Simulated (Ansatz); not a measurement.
Input deck for Ansatz 0.2.0, then the block of the output on the nuclei.

The start is a structure deposited in the COD.

```yaml
crystal:
  lattice:
    - [4.4219981227, 0.0, 0.0]
    - [-2.2109990613, 3.8295627097, 0.0]
    - [0.0, 0.0, 24.05]
  atoms:
    - { symbol: Bi, position: [0.0, 0.0, 0.1252] }
    - { symbol: Bi, position: [0.0, 0.0, 0.8748] }
    - { symbol: Bi, position: [0.3333333333, 0.6666666667, 0.2922] }
    - { symbol: Bi, position: [0.6666666667, 0.3333333333, 0.7078] }
    - { symbol: Bi, position: [0.6666666667, 0.3333333333, 0.4593] }
    - { symbol: Bi, position: [0.3333333333, 0.6666666667, 0.5407] }
    - { symbol: Te, position: [0.3333333333, 0.6666666667, 0.053] }
    - { symbol: Te, position: [0.6666666667, 0.3333333333, 0.947] }
    - { symbol: Te, position: [0.6666666667, 0.3333333333, 0.2111] }
    - { symbol: Te, position: [0.3333333333, 0.6666666667, 0.7889] }
    - { symbol: Te, position: [0.0, 0.0, 0.3631] }
    - { symbol: Te, position: [0.0, 0.0, 0.6369] }
kpoints:
  mp_grid: { grid: [9, 9, 2] }
scf:
  occupations: { method: fermi_dirac, width: 0.05 }
hamiltonian:
  xc: pbe
  pseudopotentials: { kind: paw, frozen_core: stored }
output:
  forces: true
  stress: true
  populations: true
  efg: { quadrupole_moments_barn: { Bi: -0.516 } }
relax:
  f_tol: 0.02
  max_steps: 60
```

```sh
ansatz run input.yaml --threads 1 --pin off --max-ram 3072MiB --backend cpu --events-out ev --progress --plain --runs-dir out
```

The run relaxes the ions first, and the block belongs to the relaxed positions.

Of the output, the block on the nuclei alone is shown; the set-up, the SCF iterations, energies, forces and stress are cut. One atom of each set with nearly equal values is shown.

```
--- PAW observables at the nuclei: V_zz in 10²¹ V/m², potentials from the cell's mean, atoms counted from 1 ---
  atom   1  Bi V_zz =    +0.548689   η = 0.0000   by run symmetry: allowed   C_q = -6.8459 MHz
            electrostatic potential = -17829.203811 V   contact ρ = none
  atom   3  Bi V_zz =    +2.296361   η = 0.0000   by run symmetry: allowed   C_q = -28.6513 MHz
            electrostatic potential = -17829.226583 V   contact ρ = none
  atom   5  Bi V_zz =    +6.081798   η = 0.0000   by run symmetry: allowed   C_q = -75.8815 MHz
            electrostatic potential = -17830.180593 V   contact ρ = none
  atom   7  Te V_zz =    -1.628434   η = 0.0000   by run symmetry: allowed
            electrostatic potential = -8649.184751 V   contact ρ = none
  atom   9  Te V_zz =    +7.772017   η = 0.0000   by run symmetry: allowed
            electrostatic potential = -8649.356521 V   contact ρ = none
  atom  11  Te V_zz =    +0.385032   η = 0.0000   by run symmetry: allowed
            electrostatic potential = -8649.160135 V   contact ρ = none
```

The relaxation (5 steps) took 2.8 min of wall time (2.8 min of CPU time) and 1.2 GiB at its peak, on 1 thread of Intel Xeon 6975P-C (Granite Rapids) (x86_64; 8 cores open to the job, memory cap 3.0 GiB, no GPU), a shared host with a load of 0.4 a core.

Spin–orbit coupling is left out, which shifts gradients on Bi by a few per cent in wide-gap crystals, and can shift them far more where the calculated gap is small or absent, as here. With a gap of 0.13 eV under a smearing of 0.05 eV the band edges are partly filled, so small gradients can hang on the smearing and the k-mesh.
